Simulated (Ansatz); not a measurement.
# LiPb: eigenvalues along the path

```yaml
crystal:
  lattice:
    - [3.56835, 0.00000, 0.00000]
    - [0.00000, 3.56835, 0.00000]
    - [0.00000, 0.00000, 3.56835]
  atoms:
    - { symbol: Li, position: [0.50000, 0.50000, 0.50000] }
    - { symbol: Pb, position: [0.00000, 0.00000, 0.00000] }
```

Atom numbers follow the list: Li1, Pb2.

The cell is COD entry 1522614, as deposited and not checked against the literature; nothing was relaxed. It is an old determination, and later ones may differ. The listed cell was then made from it by scaling, straining or moving an atom.

No spin–orbit coupling, which matters for the heavy atoms here.

The calculation used DFT, LDA, all-electron LAPW, scalar-relativistic (Ansatz 0.2.0).

Sampling and basis: a Γ-centred 10×10×10 k mesh, Fermi–Dirac smearing of 0.03 eV, basis error target 0.5 meV/atom, no spin polarisation.

Path points, in fractions of the reciprocal vectors: Γ (0.000, 0.000, 0.000), X (0.000, 0.500, 0.000), M (0.500, 0.500, 0.000), R (0.500, 0.500, 0.500). Levels in eV from the Fermi level; bands 13 to 22, counted from the lowest band of the run. The gap is zero.

```
# k(1/Å) point b13 b14 b15 b16 b17 b18 b19 b20 b21 b22
0.000 Γ -16.71 -16.71 -16.48 -16.48 -16.48 -10.34 2.27 2.27 2.27 5.30
0.176 - -16.71 -16.69 -16.49 -16.49 -16.48 -10.24 1.23 2.41 2.41 5.53
0.352 - -16.70 -16.64 -16.50 -16.50 -16.48 -9.97 -0.51 2.79 2.79 5.65
0.528 - -16.70 -16.57 -16.53 -16.53 -16.47 -9.55 -2.12 3.40 3.40 5.73
0.704 - -16.69 -16.54 -16.54 -16.52 -16.47 -9.11 -3.31 4.10 4.10 5.80
0.880 X -16.69 -16.55 -16.55 -16.50 -16.47 -8.91 -3.77 4.50 4.50 5.84
1.056 - -16.68 -16.56 -16.55 -16.49 -16.48 -8.81 -3.68 2.99 4.63 6.11
1.233 - -16.65 -16.58 -16.55 -16.50 -16.47 -8.51 -3.43 1.00 4.71 4.98
1.409 - -16.62 -16.61 -16.54 -16.52 -16.42 -8.06 -3.08 -0.76 3.53 5.49
1.585 - -16.63 -16.60 -16.54 -16.53 -16.38 -7.56 -2.74 -2.08 2.69 6.00
1.761 M -16.64 -16.60 -16.54 -16.54 -16.36 -7.32 -2.60 -2.60 2.38 6.23
2.010 - -16.63 -16.61 -16.54 -16.53 -16.40 -7.80 -2.31 -2.16 3.01 5.71
2.259 - -16.63 -16.58 -16.52 -16.52 -16.49 -8.74 -1.49 -1.21 4.47 4.72
2.508 - -16.67 -16.59 -16.53 -16.50 -16.50 -9.59 -0.21 -0.02 3.31 6.11
2.757 - -16.69 -16.68 -16.49 -16.49 -16.48 -10.15 1.32 1.36 2.54 5.86
3.006 Γ -16.71 -16.71 -16.48 -16.48 -16.48 -10.34 2.27 2.27 2.27 5.30
3.311 - -16.67 -16.67 -16.49 -16.49 -16.49 -10.05 1.45 1.45 1.47 6.57
3.616 - -16.59 -16.59 -16.53 -16.53 -16.53 -9.21 0.30 0.30 0.30 7.73
3.921 - -16.58 -16.58 -16.58 -16.48 -16.48 -7.92 -0.56 -0.40 -0.40 5.33
4.226 - -16.62 -16.62 -16.62 -16.39 -16.39 -6.52 -0.81 -0.57 -0.57 3.39
4.531 R -16.63 -16.63 -16.63 -16.36 -16.36 -5.87 -0.50 -0.50 -0.50 2.62
4.780 - -16.63 -16.63 -16.62 -16.39 -16.37 -6.30 -1.16 -0.48 -0.20 2.82
5.029 - -16.61 -16.61 -16.57 -16.48 -16.40 -7.23 -2.20 -0.01 0.67 3.42
5.278 - -16.58 -16.58 -16.58 -16.52 -16.45 -8.12 -3.06 1.10 2.01 4.42
5.527 - -16.66 -16.56 -16.56 -16.49 -16.48 -8.71 -3.59 2.79 3.58 5.84
5.776 X -16.69 -16.55 -16.55 -16.50 -16.47 -8.91 -3.77 4.50 4.50 5.84
7.021 R -16.63 -16.63 -16.63 -16.36 -16.36 -5.87 -0.50 -0.50 -0.50 2.62
7.197 - -16.64 -16.63 -16.63 -16.38 -16.36 -6.08 -0.86 -0.86 0.01 2.59
7.373 - -16.64 -16.60 -16.60 -16.44 -16.36 -6.53 -1.52 -1.52 1.34 2.52
7.549 - -16.64 -16.57 -16.57 -16.51 -16.36 -6.95 -2.09 -2.09 2.45 3.14
7.725 - -16.64 -16.57 -16.55 -16.55 -16.36 -7.23 -2.47 -2.47 2.40 5.09
7.901 M -16.64 -16.60 -16.54 -16.54 -16.36 -7.32 -2.60 -2.60 2.38 6.23
```
